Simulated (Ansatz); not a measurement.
## Chalcopyrite alloy of ZnGeP2 and CdGeP2 (13 of 16 Zn sites exchanged), 64 atoms

Ansatz, PAW, plane waves. PBEsol relaxation of cell lengths and atoms (angles held) at the single k point (¼, ¼, ¼) without its symmetry partners; single points on the relaxed atoms at the Γ point alone, onto which points of the small cell's zone fold. Arrangement: quasirandom. No spin–orbit coupling unless named.

Relaxed structure:

```
Cd Zn Ge P
1.0
    11.31053   -0.00060   -0.00021
    -0.00060   11.31229   -0.00021
    -0.00020   -0.00020   10.83505
Cd Zn Ge P
13 3 16 32
Direct
  0.99838 0.99862 0.00297
  0.00211 0.50174 0.00286
  0.50170 0.00229 0.00261
  0.49713 0.49830 0.00353
  0.00113 0.24977 0.25170
  0.50198 0.75122 0.25243
  0.24992 0.99981 0.75101
  0.25066 0.49883 0.75002
  0.75269 0.99748 0.74851
  0.74862 0.50092 0.74981
  0.25173 0.24783 0.49890
  0.24772 0.75272 0.49956
  0.74768 0.25271 0.49855
  0.99736 0.74795 0.25164
  0.49932 0.24794 0.25066
  0.75058 0.74752 0.49721
  0.99705 0.99500 0.49627
  0.99829 0.50520 0.49816
  0.50380 0.99953 0.49800
  0.50305 0.50052 0.49638
  0.25022 0.99932 0.24808
  0.25015 0.50086 0.25144
  0.75091 0.99812 0.25200
  0.75001 0.50181 0.24892
  0.25279 0.25021 0.00109
  0.24818 0.75017 0.99966
  0.74836 0.25044 0.00187
  0.75262 0.75005 0.00083
  0.00011 0.24997 0.74843
  0.99750 0.74992 0.74718
  0.50089 0.25031 0.74868
  0.50311 0.75054 0.74735
  0.13961 0.12483 0.12410
  0.13449 0.63066 0.13234
  0.63492 0.12926 0.13322
  0.63874 0.62518 0.12344
  0.10828 0.12063 0.62206
  0.11073 0.62469 0.62541
  0.61194 0.12398 0.62497
  0.61791 0.62958 0.61623
  0.36486 0.36867 0.13328
  0.36102 0.87384 0.12382
  0.86123 0.37492 0.12548
  0.86581 0.86861 0.13166
  0.38110 0.11250 0.36823
  0.37422 0.61170 0.37587
  0.87362 0.11073 0.37528
  0.87251 0.62152 0.37384
  0.12389 0.39102 0.37649
  0.11862 0.88302 0.36606
  0.61923 0.38409 0.36550
  0.63267 0.88255 0.38153
  0.12523 0.35996 0.87601
  0.12213 0.86040 0.87330
  0.62335 0.36094 0.87521
  0.62586 0.86103 0.87646
  0.39147 0.37612 0.62314
  0.38993 0.87617 0.62354
  0.88880 0.37665 0.62302
  0.88141 0.86632 0.61606
  0.37575 0.13929 0.87413
  0.37534 0.63889 0.87403
  0.87408 0.13887 0.87551
  0.87544 0.63829 0.87484
```

Task: What are the mean bond lengths by pair (pairs within 1.2 times the sum of covalent radii, less contacts 15 % beyond the pair's median; cation–cation pairs of compounds aside; long ionic contacts are cut short by that bound)?

Result: Cd–P 2.524 ± 0.008 Å (standard deviation, 52 bonds); Ge–P 2.337 ± 0.014 Å (standard deviation, 64 bonds); P–Zn 2.398 ± 0.010 Å (standard deviation, 12 bonds).

Task: What gap lies between the top filled and the lowest empty level in the single points?

Result: HSE06 1.78 eV (22 s on NVIDIA GB200).
